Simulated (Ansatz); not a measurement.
The cell is a 12-atom cell of Ti₃SiO₈ built on the rutile structure (relaxed group Cmmm); cell and atoms were relaxed with r2SCAN. The symmetry is Cmmm (No. 65, orthorhombic); a = 6.341 Å, b = 6.357 Å, c = 5.787 Å in the conventional setting, 9.72 Å³ an atom. Around Ti lie 6 O at 1.93–1.98 Å and 2 Ti at 2.82–2.96 Å; around Ti lie 6 O at 1.94–1.97 Å; around O lie 1 Si at 1.78 Å and 2 Ti at 1.97–1.98 Å; around O lie 3 Ti at 1.93–1.94 Å; around Si lie 6 O at 1.78–1.85 Å; around O lie 1 Si at 1.85 Å and 2 Ti at 1.94 Å.

4 runs of Ansatz on this cell differ in the functional (and in the settings that go with it). Levels are in eV from each run's valence top; v1 is the last filled band, c1 the first empty one.

Run A, mean stress 0.0 GPa (compression positive):

| point | v2 | v1 | c1 | c2 |
| --- | --- | --- | --- | --- |
| Γ | -0.51 | 0.00 | 1.98 | 2.36 |
| Y | -0.88 | -0.69 | 1.97 | 2.47 |
| Z | -0.90 | -0.31 | 2.40 | 2.54 |
| A₀ | -1.31 | -1.27 | 2.53 | 2.67 |

Run B, mean stress -2.7 GPa (compression positive):

| point | v2 | v1 | c1 | c2 |
| --- | --- | --- | --- | --- |
| Γ | -0.47 | 0.00 | 3.15 | 3.65 |
| Y | -0.89 | -0.73 | 3.16 | 3.78 |
| Z | -0.94 | -0.32 | 3.62 | 3.86 |
| A₀ | -1.38 | -1.31 | 3.87 | 3.93 |

Run C, mean stress -2.8 GPa (compression positive):

| point | v2 | v1 | c1 | c2 |
| --- | --- | --- | --- | --- |
| Γ | -0.45 | 0.00 | 3.92 | 4.42 |
| Y | -0.88 | -0.72 | 3.93 | 4.55 |
| Z | -0.94 | -0.32 | 4.39 | 4.63 |
| A₀ | -1.38 | -1.30 | 4.64 | 4.70 |

Run D, mean stress +6.1 GPa (compression positive):

| point | v2 | v1 | c1 | c2 |
| --- | --- | --- | --- | --- |
| Γ | -0.49 | 0.00 | 1.61 | 2.00 |
| Y | -0.85 | -0.66 | 1.61 | 2.11 |
| Z | -0.87 | -0.30 | 2.07 | 2.17 |
| A₀ | -1.26 | -1.22 | 2.16 | 2.31 |

Q: Match the runs to PBE, r2SCAN, HSE06, PBE0.

A: A is r2SCAN, B is HSE06, C is PBE0, D is PBE. In order of the gap: PBE 1.61, r2SCAN 1.97, HSE06 3.15, PBE0 3.92 eV. The stress vanishes for r2SCAN, which relaxed the cell.

These are computed values for a spin-unpolarised cell that may be hypothetical; none is a measurement.

The program warns that its thresholds are loose for a hybrid's stress.

The meshes of the hybrids are coarse, so their gaps aren't converged to the digits shown.
